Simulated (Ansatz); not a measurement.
Os:
Space group P6₃/mmc (No. 194); a = b = 2.729 Å, c = 4.310 Å, α = β = 90.00°, γ = 120.00°

```
atom  site  symmetry       x       y       z
----  ----  --------  ------  ------  ------
Os      2c      -6m2  0.3333  0.6667  0.2500
```

Relaxed with PBEsol.

Decompose the optical modes at the zone centre into irreducible representations, and say which are infrared and Raman allowed.

Point group 6/mmm: Γ_opt = B1g + E2g. Infrared: none. Raman: E2g.

Assign frequencies (DFPT, the program Ansatz at the PBEsol level (PAW)).

E2g 170, B1g 221 cm⁻¹.

Subscripts of B labels follow the axes of the standard setting.

Space group P6_3/mmc (hcp (Mg type)). Symmetry was held in the PBEsol relaxation. The run is not spin-polarised. As this level gives no gap, phonon frequencies hold no LO–TO term and depend on the k-mesh and smearing (Fermi–Dirac, 0.1 eV here). Axis ratios of metals converge slowly with the k-mesh, so a and c are less sure than the volume. Spin–orbit coupling is left out wherever it is not named.

Potentials: the earlier of the program's two PAW sets. The files were generated under PBE; for other functionals the program regenerates the frozen cores, and for LDA and PBEsol the local potential too.
